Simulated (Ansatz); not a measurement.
A distorted cell of PbTe (rock salt):

```
CELL_PARAMETERS angstrom
      0.00000     3.28451     3.28451
      3.28451     0.00000     3.28451
      3.28451     3.28451     0.00000
ATOMIC_POSITIONS crystal
  Te 0.00000 0.00000 0.00000
  Pb 0.55221 0.55221 0.55221
```

Method: PBE (plane waves to 420 eV, PAW, scalar-relativistic; Ansatz, an electronic-structure program). k mesh 7×7×7 (Γ-centred), Fermi-Dirac smearing 0.05 eV. E stands for the smeared free energy. Stress and pressure are positive under compression. PbTe was relaxed with its symmetry unable to fall. Spin-orbit coupling is left out, though Pb and Te are heavy.

### Question
Predict the force on every atom, in eV/Å.

### Answer
| atom | Fx | Fy | Fz |
|---|---|---|---|
| Te1 | 0.626 | 0.626 | 0.626 |
| Pb2 | -0.626 | -0.626 | -0.626 |

### Question
Give the stress tensor in GPa and the pressure.

### Answer
```
   3.53    -0.14    -0.14
  -0.14     3.53    -0.14
  -0.14    -0.14     3.53
```
The pressure, a third of the trace, is 3.53 GPa.

### Question
In it atom 2 sits (0.343, 0.343, 0.343) Å away from its relaxed site. What is its energy relative to the relaxed cell?

### Answer
209 meV/cell.

(For displaced atoms, the force is minus the slope of the energy, and its curvature is a force constant, which sets phonon frequencies.)
